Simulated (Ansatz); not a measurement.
Computed with DFT PBE, scalar-relativistic, plane waves, PAW in Ansatz 0.2.0. Settings: cutoff 420 eV, Γ-centred meshes spaced at most about 0.3 Å⁻¹, and about 0.25 Å⁻¹ or finer for metals (2π included), Gaussian smearing. No spin polarisation in the final relaxations.

Each of these unrelaxed guesses is relaxed in cell and atoms within its symmetry. A guess keeps its type if space group and coordination stay and the shape of the cell changes little (axis ratios within about 15 %, angles within 6°); the volume may change.

1. HfBi2O2

```
CELL_PARAMETERS angstrom
4.01992 0.00000 0.00000
-2.00996 3.48135 0.00000
0.00000 0.00000 8.15882
ATOMIC_POSITIONS crystal
Hf 0.33333 0.66667 0.50000
Bi 0.00000 0.00000 0.81425
Bi 0.00000 0.00000 0.18575
O 0.66667 0.33333 0.31537
O 0.66667 0.33333 0.68463
```

2. AlGa2N3

```
CELL_PARAMETERS angstrom
3.40267 0.00000 0.00000
-1.70134 2.94680 0.00000
0.00000 0.00000 8.33481
ATOMIC_POSITIONS crystal
Al 0.00000 0.00000 0.50000
Ga 0.33333 0.66667 0.16667
Ga 0.66667 0.33333 0.83333
N 0.33333 0.66667 0.66667
N 0.66667 0.33333 0.33333
N 0.00000 0.00000 0.00000
```

3. Hf2SeS3

```
CELL_PARAMETERS angstrom
3.99102 0.00000 0.00000
0.00000 3.99102 0.00000
0.00000 0.00000 9.39345
ATOMIC_POSITIONS crystal
Hf 0.50000 0.00000 0.14331
Hf 0.00000 0.50000 0.85669
Se 0.50000 0.50000 0.50000
S 0.00000 0.00000 0.29334
S 0.00000 0.00000 0.70666
S 0.50000 0.50000 0.00000
```

4. Ta2SiO3

```
CELL_PARAMETERS angstrom
5.18795 0.00000 0.00000
-2.59397 4.49289 0.00000
0.00000 0.00000 3.75669
ATOMIC_POSITIONS crystal
Ta 0.33333 0.66667 0.50000
Ta 0.66667 0.33333 0.50000
Si 0.00000 0.00000 0.00000
O 0.58685 0.00000 0.00000
O 0.00000 0.58685 0.00000
O 0.41315 0.41315 0.00000
```

**Question.** Which keep their type?

**Answer.** Guesses 2 and 4 keep their type.

```csv
guess,kept,start group,end group,V start (Å³/atom),V end,"b/a and c/a, end over start",nearest neighbours start,nearest neighbours end
1,no,P-6m2,P-6m2,22.8,21.0,"1.00, 1.75","Bi 3, Hf 6, O 6","Bi 7, Hf 6, O 4"
2,yes,P-3m1,P-3m1,13.9,9.3,"1.00, 1.00","Al 6, Ga 6, N 6","Al 6, Ga 6, N 6"
3,no,P-4m2,P-4m2,24.9,24.0,"1.00, 0.63","Hf 4, S 2/4, Se 12","Hf 2, S 2/4, Se 6"
4,yes,P-62m,P-62m,14.6,11.8,"1.00, 0.89","O 5, Si 3, Ta 6","O 5, Si 3, Ta 6"
```

Neighbours count within 15 % of an atom's shortest distance; end groups are read at 0.02 Å (0.05 Å in metals).

No dispersion correction is applied, so the spacing and binding between layers, chains or molecules are poorly described (HfBi2O2 P-6m2). Spin–orbit coupling, which can matter for Bi, Hf and Ta, is left out. Cells relaxed within their symmetry can be saddle points.

In counts of neighbours, a slash parts the counts of unlike sites.
